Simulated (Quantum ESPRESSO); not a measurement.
Ta3WPt2TiRu, input and log of a self-consistent run

A calculation, not a measurement. The program is pw.x of Quantum ESPRESSO 7.5 (plane-wave density functional theory). The cell is made up: eight metal atoms on a face-centred cubic lattice, with elements, volume, strain and displacements drawn at random and not relaxed, so it may be unstable or far from any real phase. PseudoDojo standard norm-conserving files set the functional (PBE unless stated); there is no spin polarisation or spin-orbit coupling, the Fermi-Dirac width of 0.25 eV means electrons at about 2900 K, and the masses in the input are unused placeholders. Heavy elements are run without spin-orbit coupling, which real alloys of them have. A spin test at this wide smearing found no moment, but such smearing suppresses magnetism that the real alloy may have.

Input:

```
&control calculation='scf', pseudo_dir='./dojo.nc.sr.pbe.v0_5.standard.upf', outdir='./o', disk_io='minimal', tprnfor=.true., tstress=.true. /
&system ibrav=0, nat=8, ntyp=5, nbnd=77, ecutwfc=84.00895049, nosym=.true., tot_charge=0,
 occupations='smearing', smearing='fd', degauss=0.0183746611
/
&electrons conv_thr=1.470e-08, electron_maxstep=70, mixing_beta=0.5 /
ATOMIC_SPECIES
Pt 1.0 Pt.upf
Ru 1.0 Ru.upf
Ta 1.0 Ta.upf
Ti 1.0 Ti.upf
W 1.0 W.upf
CELL_PARAMETERS angstrom
2.0135 3.9726 2.026
0.0405 3.9349 -4.0172
-3.9215 3.9114 0.0169
ATOMIC_POSITIONS angstrom
Ta -0.0905 -0.0378 0.1185
W -1.9927 1.826 -0.1753
Pt -0.2702 1.9929 -1.9727
Ta -2.0357 4.0027 -2.1049
Ti -0.0793 3.9785 -0.2528
Pt -1.997 5.8366 0.0772
Ru 0.0552 6.1381 -1.9468
Ta -2.0691 8.0299 -1.9963
K_POINTS automatic
5 5 5 1 1 1
```

The log is shortened where brackets say so; the opening notice, blank lines, dates and the lines on written files are dropped, and the path of the files is cut. It prints rydbergs, bohrs and kilobars, and counts compression as positive stress. Its total energy is the free energy E - TS of the whole cell.

```
     Program PWSCF v.7.5
     Parallel version (MPI & OpenMP), running on       4 processor cores
     Number of MPI processes:                 4
     Threads/MPI process:                     1
     [start-up lines left out]
     bravais-lattice index     =            0
     lattice parameter (alat)  =       9.2462  a.u.
     unit-cell volume          =     849.8500 (a.u.)^3
     number of atoms/cell      =            8
     number of atomic types    =            5
     number of electrons       =       117.00
     number of Kohn-Sham states=           77
     kinetic-energy cutoff     =      84.0090  Ry
     charge density cutoff     =     336.0358  Ry
     scf convergence threshold =      1.5E-08
     mixing beta               =       0.5000
     number of iterations used =            8  plain     mixing
     Exchange-correlation= PBE
                           (   1   4   3   4   0   0   0)
     [axes and pseudopotential details left out]
   Cartesian axes
     site n.     atom                  positions (alat units)
         1        Ta     tau(   1) = (  -0.0184962  -0.0077255   0.0242188  )
         2        W      tau(   2) = (  -0.4072641   0.3731943  -0.0358275  )
         3        Pt     tau(   3) = (  -0.0552229   0.4073050  -0.4031765  )
         4        Ta     tau(   4) = (  -0.4160524   0.8180640  -0.4301953  )
         5        Ti     tau(   5) = (  -0.0162072   0.8131180  -0.0516668  )
         6        Pt     tau(   6) = (  -0.4081429   1.1928728   0.0157780  )
         7        Ru     tau(   7) = (   0.0112817   1.2544928  -0.3978832  )
         8        Ta     tau(   8) = (  -0.4228786   1.6411352  -0.4079999  )
     number of k points=    63  Fermi-Dirac smearing, width (Ry)=  0.0184
                       cart. coord. in units 2pi/alat
        k(    1) = (  -0.0011427   0.1239493  -0.0004002), wk =   0.0320000
        k(    2) = (  -0.1870977   0.1874398   0.0599148), wk =   0.0320000
     [further k points left out]
     Dense  grid:    88333 G-vectors     FFT dimensions: (  54,  64,  64)
     Estimated max dynamical RAM per process >     392.80 MB
     Estimated total dynamical RAM >       1.47 GB
     Initial potential from superposition of free atoms
     starting charge     116.9941, renormalised to     117.0000
     Starting wfcs are   80 randomized atomic wfcs
     total cpu time spent up to now is       16.3 secs
     per-process dynamical memory:   310.1 Mb
     Self-consistent Calculation
     iteration #  1     ecut=    84.01 Ry     beta= 0.50
     Davidson diagonalization with overlap
     ethr =  1.00E-02,  avg # of iterations =  3.3
     total cpu time spent up to now is       44.4 secs
     total energy              =   -1384.12878067 Ry
     estimated scf accuracy    <       2.86733629 Ry
     iteration #  2     ecut=    84.01 Ry     beta= 0.50
     Davidson diagonalization with overlap
     ethr =  2.45E-03,  avg # of iterations =  2.9
     total cpu time spent up to now is       72.0 secs
     total energy              =   -1384.63000283 Ry
     estimated scf accuracy    <      10.55433024 Ry
     iteration #  3     ecut=    84.01 Ry     beta= 0.50
     Davidson diagonalization with overlap
     ethr =  2.45E-03,  avg # of iterations =  2.0
     total cpu time spent up to now is       96.6 secs
     total energy              =   -1385.53300599 Ry
     estimated scf accuracy    <       1.65492406 Ry
     iteration #  4     ecut=    84.01 Ry     beta= 0.50
     Davidson diagonalization with overlap
     ethr =  1.41E-03,  avg # of iterations =  1.2
     total cpu time spent up to now is      118.1 secs
     total energy              =   -1385.65645771 Ry
     estimated scf accuracy    <       0.17959454 Ry
     iteration #  5     ecut=    84.01 Ry     beta= 0.50
     Davidson diagonalization with overlap
     ethr =  1.53E-04,  avg # of iterations =  4.8
     total cpu time spent up to now is      146.4 secs
     total energy              =   -1385.67633126 Ry
     estimated scf accuracy    <       0.10817195 Ry
     [iterations 6 to 13 left out]
     iteration # 14     ecut=    84.01 Ry     beta= 0.50
     Davidson diagonalization with overlap
     ethr =  4.03E-09,  avg # of iterations =  1.3
     total cpu time spent up to now is      367.5 secs
     total energy              =   -1385.69164776 Ry
     estimated scf accuracy    <       0.00000051 Ry
     iteration # 15     ecut=    84.01 Ry     beta= 0.50
     Davidson diagonalization with overlap
     ethr =  4.37E-10,  avg # of iterations =  2.2
     total cpu time spent up to now is      392.1 secs
     total energy              =   -1385.69164781 Ry
     estimated scf accuracy    <       0.00000003 Ry
     iteration # 16     ecut=    84.01 Ry     beta= 0.50
     Davidson diagonalization with overlap
     ethr =  2.89E-11,  avg # of iterations =  3.9
     total cpu time spent up to now is      421.4 secs
     total energy              =   -1385.69164781 Ry
     estimated scf accuracy    <       0.00000007 Ry
     iteration # 17     ecut=    84.01 Ry     beta= 0.50
     Davidson diagonalization with overlap
     ethr =  2.89E-11,  avg # of iterations =  2.0
     total cpu time spent up to now is      446.8 secs
     total energy              =   -1385.69164782 Ry
     estimated scf accuracy    <       0.00000001 Ry
     iteration # 18     ecut=    84.01 Ry     beta= 0.50
     Davidson diagonalization with overlap
     ethr =  1.26E-11,  avg # of iterations =  1.1
     total cpu time spent up to now is      470.1 secs
     End of self-consistent calculation
     [lines on levels left out]
!    total energy              =   -1385.69164782 Ry
     estimated scf accuracy    <          2.2E-09 Ry
     smearing contrib. (-TS)   =      -0.11316543 Ry
     internal energy E=F+TS    =   -1385.57848239 Ry
     The total energy is F=E-TS. E is the sum of the following terms:
     one-electron contribution =    -276.54857481 Ry
     hartree contribution      =     207.39606310 Ry
     xc contribution           =    -269.22606953 Ry
     ewald contribution        =   -1047.19990115 Ry
     convergence has been achieved in  18 iterations
     Forces acting on atoms (cartesian axes, Ry/au):
     atom    1 type  3   force =     0.04600873    0.00638688   -0.08247803
     atom    2 type  5   force =    -0.03304918    0.05643087    0.08521360
     atom    3 type  1   force =     0.13295015   -0.03444463   -0.01284838
     atom    4 type  3   force =    -0.08092189    0.05474500    0.05655097
     atom    5 type  4   force =    -0.00694819   -0.02497576    0.07367988
     atom    6 type  1   force =    -0.02452472    0.05505346   -0.06322507
     atom    7 type  2   force =    -0.08552629   -0.03116750   -0.05911692
     atom    8 type  3   force =     0.05201139   -0.08202831    0.00222395
     Total force =     0.295329     Total SCF correction =     0.000131
     Computing stress (Cartesian axis) and pressure
          total   stress  (Ry/bohr**3)                   (kbar)     P=      179.75
   0.00152849  -0.00004557  -0.00006041          224.85       -6.70       -8.89
  -0.00004557   0.00072311  -0.00008888           -6.70      106.37      -13.07
  -0.00006041  -0.00008888   0.00141414           -8.89      -13.07      208.03
     init_run     :     10.67s CPU     11.05s WALL (       1 calls)
     electrons    :    445.56s CPU    453.84s WALL (       1 calls)
     forces       :      4.46s CPU      4.46s WALL (       1 calls)
     stress       :     16.03s CPU     16.03s WALL (       1 calls)
     [timing details left out]
     PWSCF        :   8m 2.07s CPU   8m10.77s WALL
     JOB DONE.
```

In other units: free energy -18853.295 eV for the cell, pressure 17.97 GPa, largest force component 3.418 eV/Å in size. The run took 493 s of wall time with four MPI processes on a shared machine (Intel Xeon, older, virtual cores), so the time is rough. A rerun of this cell at a higher cutoff and on a denser mesh moved values by no more than 0.005 eV in energy, 0.02 GPa in stress and 0.006 eV/Å in force, and a second program with other atomic files agreed on that cell to 2 % rms in force and 0.5 GPa in pressure.